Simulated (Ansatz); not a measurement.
A relaxation computed with Ansatz, from input to last step.

```yaml
crystal:
  lattice:
    - [1.8468564216, 1.0662830521, 8.5611163422]
    - [-1.8468564216, 1.0662830521, 8.5611163422]
    - [0.0, -2.1325661043, 8.5611163422]
  atoms:
    - { symbol: Ca, position: [0.0, 0.0, 0.0] }
    - { symbol: Ca, position: [0.2095, 0.2095, 0.2095] }
    - { symbol: Ca, position: [0.7905, 0.7905, 0.7905] }
    - { symbol: O, position: [0.4, 0.4, 0.4] }
    - { symbol: O, position: [0.6, 0.6, 0.6] }
basis:
  ecutwfc: 420
kpoints:
  mp_grid: { grid: [6, 6, 6] }
hamiltonian:
  xc: pbe
scf:
  occupations: { method: gaussian, width: 0.1 }
  lower_state_search: "off"
output:
  forces: true
  stress: true
  eigenvalues: true
relax:
  adjacent_minimum: "off"
  f_tol: 0.04
  max_steps: 70
  cell: { stress_tol: 0.4 }
```

```bash
ansatz run input.yaml --threads 1 --pin off --max-ram 2560MiB --backend cpu --events-out ev --progress --plain --runs-dir out
```

The calculation used DFT PBE, scalar-relativistic, plane waves, PAW (Ansatz).

Of 8 frames 8 are shown, positions in Å and forces in eV/Å; the SCF threshold varies from step to step. Steps run on the plane waves of an earlier cell, with a Pulay correction in the pressure. The basis is chosen afresh for the last frame, the zero of the energies, and at times for earlier ones too; energy and pressure step there, also at an unchanged geometry.

```xyz
5
Lattice="1.8469 1.0663 8.5611 -1.8469 1.0663 8.5611 0.0000 -2.1326 8.5611" Properties=species:S:1:pos:R:3:forces:R:3 pbc="T T T" step=1 free_energy_over_end_meV_per_atom=566.86 pressure_GPa=-4.38
Ca    0.0000    0.0000    0.0000    0.0000    0.0000    0.0000
Ca    0.0000    0.0000    5.3807    0.0000    0.0000    4.5366
Ca    0.0000    0.0000   20.3027    0.0000    0.0000   -4.5366
O     0.0000    0.0000   10.2733    0.0000    0.0000   -0.9045
O     0.0000    0.0000   15.4100    0.0000    0.0000    0.9045
5
Lattice="1.8342 1.0590 8.5622 -1.8342 1.0590 8.5622 0.0000 -2.1179 8.5622" Properties=species:S:1:pos:R:3:forces:R:3 pbc="T T T" step=2 free_energy_over_end_meV_per_atom=262.20 pressure_GPa=-4.15
Ca    0.0000    0.0000    0.0000    0.0000    0.0000    0.0000
Ca    0.0000    0.0000    5.5763    0.0000    0.0000    2.3521
Ca    0.0000    0.0000   20.1102    0.0000    0.0000   -2.3521
O     0.0000    0.0000   10.2226    0.0000    0.0000   -1.1767
O     0.0000    0.0000   15.4640    0.0000    0.0000    1.1767
5
Lattice="1.8074 1.0435 8.6206 -1.8074 1.0435 8.6206 0.0000 -2.0871 8.6206" Properties=species:S:1:pos:R:3:forces:R:3 pbc="T T T" step=3 free_energy_over_end_meV_per_atom=96.15 pressure_GPa=-2.98
Ca    0.0000    0.0000    0.0000    0.0000    0.0000    0.0000
Ca    0.0000    0.0000    5.8114    0.0000    0.0000    0.4095
Ca    0.0000    0.0000   20.0503    0.0000    0.0000   -0.4095
O     0.0000    0.0000   10.2106    0.0000    0.0000   -1.2343
O     0.0000    0.0000   15.6511    0.0000    0.0000    1.2343
5
Lattice="1.7890 1.0329 8.7468 -1.7890 1.0329 8.7468 0.0000 -2.0658 8.7468" Properties=species:S:1:pos:R:3:forces:R:3 pbc="T T T" step=4 free_energy_over_end_meV_per_atom=52.04 pressure_GPa=-2.03
Ca    0.0000    0.0000    0.0000    0.0000    0.0000    0.0000
Ca    0.0000    0.0000    6.0122    0.0000    0.0000   -0.3889
Ca    0.0000    0.0000   20.2281    0.0000    0.0000    0.3889
O     0.0000    0.0000   10.2868    0.0000    0.0000   -1.1020
O     0.0000    0.0000   15.9535    0.0000    0.0000    1.1020
5
Lattice="1.7566 1.0142 8.9215 -1.7566 1.0142 8.9215 0.0000 -2.0284 8.9215" Properties=species:S:1:pos:R:3:forces:R:3 pbc="T T T" step=5 free_energy_over_end_meV_per_atom=17.65 pressure_GPa=-1.45
Ca    0.0000    0.0000    0.0000    0.0000    0.0000    0.0000
Ca    0.0000    0.0000    6.1287    0.0000    0.0000   -0.2448
Ca    0.0000    0.0000   20.6358    0.0000    0.0000    0.2448
O     0.0000    0.0000   10.4216    0.0000    0.0000   -0.7393
O     0.0000    0.0000   16.3429    0.0000    0.0000    0.7393
5
Lattice="1.7467 1.0085 8.8513 -1.7467 1.0085 8.8513 0.0000 -2.0169 8.8513" Properties=species:S:1:pos:R:3:forces:R:3 pbc="T T T" step=6 free_energy_over_end_meV_per_atom=1.91 pressure_GPa=-0.41
Ca    0.0000    0.0000    0.0000    0.0000    0.0000    0.0000
Ca    0.0000    0.0000    6.0686    0.0000    0.0000   -0.0809
Ca    0.0000    0.0000   20.4854    0.0000    0.0000    0.0809
O     0.0000    0.0000   10.2843    0.0000    0.0000   -0.3251
O     0.0000    0.0000   16.2698    0.0000    0.0000    0.3251
5
Lattice="1.7455 1.0078 8.8144 -1.7455 1.0078 8.8144 0.0000 -2.0156 8.8144" Properties=species:S:1:pos:R:3:forces:R:3 pbc="T T T" step=7 free_energy_over_end_meV_per_atom=-0.99 pressure_GPa=0.05
Ca    0.0000    0.0000    0.0000    0.0000    0.0000    0.0000
Ca    0.0000    0.0000    6.0470    0.0000    0.0000   -0.0144
Ca    0.0000    0.0000   20.3962    0.0000    0.0000    0.0144
O     0.0000    0.0000   10.2038    0.0000    0.0000   -0.0182
O     0.0000    0.0000   16.2394    0.0000    0.0000    0.0182
5
Lattice="1.7455 1.0078 8.8144 -1.7455 1.0078 8.8144 0.0000 -2.0156 8.8144" Properties=species:S:1:pos:R:3:forces:R:3 pbc="T T T" step=8 free_energy_over_end_meV_per_atom=0.00 pressure_GPa=-0.09
Ca    0.0000    0.0000    0.0000    0.0000    0.0000    0.0000
Ca    0.0000    0.0000    6.0470    0.0000    0.0000   -0.0144
Ca    0.0000    0.0000   20.3962    0.0000    0.0000    0.0144
O     0.0000    0.0000   10.2038    0.0000    0.0000   -0.0183
O     0.0000    0.0000   16.2394    0.0000    0.0000    0.0183
```

The start puts this composition into another compound's structure type, which needn't suit it. At the end the space group is R-3m (tolerance 0.05 Å).

It took 47 s on 1 thread of Arm Neoverse V1, with other jobs on the host, peak memory 0.36 GiB.

The k mesh is coarse. Spin polarisation was left out, and a magnetic state may lie lower.